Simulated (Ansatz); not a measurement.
NbAlB in space group Cmcm (No. 63; Al on 4c, B on 4c, Nb on 4c) under volume change, PBEsol in the plane-wave PAW code Ansatz, shape and atoms relaxed at each volume.

```tsv
V (Å³/atom)	E − E(relaxed) (meV/atom)	P (GPa)
11.745	?	?
12.120	7.0	6.12
12.495	0.0	0.00
12.870	?	?
13.245	23.5	-9.50
```

Some entries are withheld; supply them.


- 11.745, E − E(relaxed) (meV/atom): 29.5
- 11.745, P (GPa): 13.34
- 12.870, E − E(relaxed) (meV/atom): 6.2
- 12.870, P (GPa): -5.16

What does a third-order Birch–Murnaghan fit give for V₀, B₀ and B′?

V₀ = 12.50 Å³/atom, B₀ = 187 GPa, B′ = 4.6.

The start of the workflow was typed in or built on a structure type; neither database checked (COD, Materials Project) lists it. Whether it is the stable phase at ambient conditions was not checked. The PBEsol relaxation kept the symmetry of its start; whether a distortion lowers the energy is not shown. No spin polarisation was allowed.

Potentials: the later of the program's two PAW sets.
